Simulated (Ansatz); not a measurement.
An Ansatz (a quantum-chemistry and plane-wave program) run. Input:

Ansatz 0.2 input:
```yaml
crystal:
  lattice:
    - [4.4355612629, 0.0, 0.0]
    - [-2.2177806314, 3.8413087337, 0.0]
    - [0.0, 0.0, 2.5194584156]
  atoms:
    - { symbol: C, position: [0.4479749479, 0.8959498958, 0.25] }
    - { symbol: C, position: [0.1040501042, 0.5520250521, 0.25] }
    - { symbol: C, position: [0.4479749479, 0.5520250521, 0.25] }
    - { symbol: C, position: [0.5520250521, 0.1040501042, 0.75] }
    - { symbol: C, position: [0.8959498958, 0.4479749479, 0.75] }
    - { symbol: C, position: [0.5520250521, 0.4479749479, 0.75] }
kpoints:
  mp_grid: { grid: [4, 4, 6] }
hamiltonian:
  xc: hse06
  pseudopotentials: { azcp: { folder: ./paw }, kind: paw }
scf:
  n_extra_bands: 6
  occupations: { method: fixed }
output:
  eigenvalues: true
  eigenstates:
    e_range: [-9.0, 11.4]
    kpoints:
      - [0.0, 0.0, 0.0]  # VBM
      - [0.0, 0.0, 0.0]  # CBM
      - [0.0, 0.0, 0.0]  # GAMMA
      - [0.0, 0.0, 0.5]  # A
      - [0.3333333333, 0.3333333333, 0.0]  # K
      - [0.3333333333, 0.3333333333, 0.5]  # H
      - [0.5, 0.0, 0.0]  # M
      - [0.5, 0.0, 0.5]  # L
```

Output (shortened):

```
Pseudopotentials: kind: paw
Pseudopotential: C, paw, valence charge 4
Functional definition: HSE06
davidson cushion auto → on  (no smearing: the cushion is to keep the highest requested band from converging to the state above it …
Crystal: 6 atoms, lattice volume = 42.927 Å³
Basis set: ecut = 420 eV, 855 PW (Γ)
Bands: 18, of which v1, the nominal top of the filled ones, is band 12 counted from 1 (11 counted from 0)
Symmetry: 24 space group operations
Space group: P63/mmc (ITA 194), of the structure as read, at distance tolerance 3.5e-5 Å
k-points: 16 of 96
PAW frozen core: C, regenerated for the run's functional, and the local potential with it
Initial density: superposition of atomic densities (chi_scale 0.1, normalization cell)
Initial wavefunctions: pseudopotential atomic-orbital guess
Eigensolver: davidson
Functional: x = pbe(κ = 0.804, μ = 0.2195149727645171), c = pbe(β = 0.06672455060314922), warm-up for x = pbe(κ = 0.804, μ = 0.2195149727645171) + 0.25 (exact …
SCF iter   1: F=—  HF=-1505.291728 eV  |F-HF|=—  |Δ(HF+E_count)|=         —  Δρ=1.23e-1  dr2=5.63e0  ethr=1.00e-1  ⟨swp⟩=4.2  Hψ=1070  notcnv=0
preconditioner: auto → none
SCF iter   2: F=—  HF=-1503.274932 eV  |F-HF|=—  |Δ(HF+E_count)|=    2.02e0  Δρ=4.66e-2  dr2=5.99e-1  ethr=2.35e-2  ⟨swp⟩=3.1  Hψ=707  notcnv=0
iter 3 solved again at ethr=3.52e-5 eV; its pass at ethr=2.50e-3 eV (dr2=8.46e-3 eV) is discarded
SCF iter   3: F=—  HF=-1503.144910 eV  |F-HF|=—  |Δ(HF+E_count)|=   1.30e-1  Δρ=6.92e-3  dr2=8.20e-3  ethr=3.52e-5  ⟨swp⟩=3.9  Hψ=1524  notcnv=0  defer=3
SCF iter   4: F=-1503.147685 eV  HF=-1503.147628 eV  |F-HF|=5.66e-5  |Δ(HF+E_count)|=   2.72e-3  Δρ=7.16e-4  dr2=9.39e-5  ethr=3.42e-5  ⟨swp⟩=3.0  Hψ=670  notcnv=0  defer=2
SCF 1 stopped early in 4 iterations: F = -1503.147685 eV  dr2 = 9.39e-5
Crystal: 6 atoms, lattice volume = 42.927 Å³
Initial density: handed on by an earlier stage of this run
Initial wavefunctions: those handed on with the density
Functional: x = pbe(κ = 0.804, μ = 0.2195149727645171) + 0.25 (exact − pbe) at short range (hse, ω = 0.20786987370883472 Å⁻¹), c = pbe(β = 0.06672455060314922); HSE06 as pw.x's `hse` composes it (authors' and Libxc's form: `xc: wpbeh`)
Exchange kernel: α = 0.2500, screened, ω = 0.2079 Å⁻¹, Wigner–Seitz truncation, v(0) = 1036.0160 eV·Å³, q-mesh 4×4×6, nearest image of the exchange supercell L …
Frozen-core exchange: fock
SCF iter   1: F=—  HF=-1503.400793 eV  |F-HF|=—  |Δ(HF+E_count)|=         —  Δρ=9.48e-3  dr2=1.71e-2  ethr=3.91e-6  ⟨swp⟩=7.1  Hψ=1533  notcnv=0
preconditioner: auto → none
SCF iter   2: F=—  HF=-1503.393685 eV  |F-HF|=—  |Δ(HF+E_count)|=   7.11e-3  Δρ=3.12e-3  dr2=1.85e-3  ethr=3.91e-6  ⟨swp⟩=4.1  Hψ=1005  notcnv=0
SCF iter   3: F=—  HF=-1503.399166 eV  |F-HF|=—  |Δ(HF+E_count)|=   5.48e-3  Δρ=5.23e-4  dr2=4.87e-5  ethr=3.91e-6  ⟨swp⟩=3.8  Hψ=933  notcnv=0  defer=2
SCF iter   4: F=-1503.399151 eV  HF=-1503.399151 eV  |F-HF|=2.31e-7  |Δ(HF+E_count)|=   1.49e-5  Δρ=6.46e-5  dr2=5.82e-6  ethr=1.74e-7  ⟨swp⟩=3.1  Hψ=727  notcnv=0
SCF 2 stopped early in 4 iterations: F = -1503.399151 eV  dr2 = 5.82e-6
hybrid outer 1: dexx = +6.913e-3 eV, tail = 3.97e-5 eV
Crystal: 6 atoms, lattice volume = 42.927 Å³
Exchange kernel: α = 0.2500, screened, ω = 0.2079 Å⁻¹, Wigner–Seitz truncation, v(0) = 1036.0160 eV·Å³, q-mesh 4×4×6, nearest image of the exchange supercell L …
Frozen-core exchange: fock
SCF iter   1: F=—  HF=-1503.399330 eV  |F-HF|=—  |Δ(HF+E_count)|=         —  Δρ=9.40e-5  dr2=1.82e-6  ethr=8.28e-7  ⟨swp⟩=3.0  Hψ=676  notcnv=0
preconditioner: auto → none
iter 2 solved again at ethr=2.10e-10 eV; its pass at ethr=6.92e-9 eV (dr2=5.04e-8 eV) is discarded
SCF iter   2: F=—  HF=-1503.399330 eV  |F-HF|=—  |Δ(HF+E_count)|=   1.85e-7  Δρ=1.90e-5  dr2=1.03e-7  ethr=2.10e-10  ⟨swp⟩=3.1  Hψ=1632  notcnv=0
SCF iter   3: F=-1503.399331 eV  HF=-1503.399331 eV  |F-HF|=4.91e-9  |Δ(HF+E_count)|=   6.56e-7  Δρ=6.79e-6  dr2=8.98e-9  ethr=2.09e-10  ⟨swp⟩=4.9  Hψ=1034  notcnv=0  defer=4
SCF 3 converged in 3 iterations: F = -1503.399331 eV  dr2 = 8.98e-9
hybrid outer 2: dexx = +9.807e-7 eV, tail = 3.20e-8 eV, Δε = 2.00e-3 eV (about 6.43e-5 eV left of the loop's levels)
NSCF: frozen V_eff on 8 k-points
hybrid SCF converged: 2 outer / 7 inner (+4 warm-up), last move |dexx| = 9.81e-7 eV, tail = 3.20e-8 eV
Stability not checked (fock_operator)
Free energy (F): -1503.399331 eV
Frozen-core exchange: fock
Harris-Foulkes:  -1503.399331 eV  (|F-HF|=4.91e-9)
Internal energy: -1503.399331 eV  (E = F + TS)
E sigma→0 (E₀):  -1503.399331 eV
Fermi energy:    10.192908 eV
--- Per-component energies (eV) ---
  E_band       = -25.046880
  E_kinetic    = 539.519535
  E_local      = -749.713905  (includes V_loc(G=0)·N_el)
  E_nonlocal   = 134.542456
  E_hartree    = 241.542018
  E_xc         = -231.066647
  E_vxc        = -282.208203  (∫ρ·V_xc dr)
  E_exx        = -54.680552  (= α·E_x^exact, valence–valence)
  E_paw        = -599.315128  (= ΣΔE_a)
  E_vpaw       = -40.910828  (= ΣTr[D̂ρ^β])
  E_aug_tail   = 0.000131  (compensation charges beyond the density's cutoff)
  E_ewald      = -784.123931
  E_core_change = -0.103309  (= ΣΔE_core)
  E_smearing   =  0.000000  (= −TS)
  E_closure    = 0.000000  (closes the sum)
  Σ components = -1503.399331   (vs F -1503.399331, Δ=2.27e-13)
  [band-id]    e_kinetic+e_local+e_nonlocal+2·e_hartree+e_vxc+2·e_exx+e_vpaw+e_augmentation_tail = -25.047880   (vs E_band -25.046880, Δ=-1.00e-3)
--- Band table (eV; the first three rows and the last of 16) ---
  k-point 0: bands = ["-14.3201", "-9.1972", "-6.7529", "-6.7529", "-0.4897", "-0.4897", "1.4993", "2.0335", "6.1238", "6.1238", "10.1929", "10.1929", "13.4740", "14.8600", "14.8788", "15.5353", "17.7659", "17.7659"]
  k-point 1: bands = ["-13.8047", "-8.8781", "-6.2757", "-6.2757", "-0.5816", "0.0427", "0.0427", "1.1811", "4.2324", "4.2324", "9.3986", "9.3986", "13.8176", "14.0784", "16.6814", "18.4068", "18.7075", "18.7075"]
  k-point 2: bands = ["-12.3037", "-8.5165", "-4.8529", "-4.8529", "-3.4727", "-0.9830", "0.3861", "0.3861", "2.0700", "2.0700", "7.1749", "7.1749", "14.5287", "15.8347", "18.9714", "19.9772", "19.9772", "20.3240"]
  k-point 15: bands = ["-9.6015", "-9.6015", "-5.7416", "-5.7416", "-2.9145", "-2.9145", "0.1667", "0.1667", "4.3360", "4.3360", "5.2960", "5.2960", "15.6182", "15.6182", "16.9711", "16.9711", "18.6941", "18.6941"]
  band table: 18 of 18 bands, residual norms ≤ 1.0e-3 eV
```

Cost: about 60 core-seconds (a rough figure) on shared cores.

The points marked VBM and CBM come from a semilocal run.

Space group P6_3/mmc. The start of the workflow was typed in or built on a structure type. Its sites differ from those of the usual phase in this space group: another stacking or structure type. The PBEsol relaxation kept the symmetry of its start; whether a distortion lowers the energy is not shown.

Potentials: the earlier of the program's two PAW sets. The files were generated under PBE; for other functionals the program regenerates the frozen cores, and for LDA and PBEsol the local potential too.

Ansatz is a plane-wave DFT program.
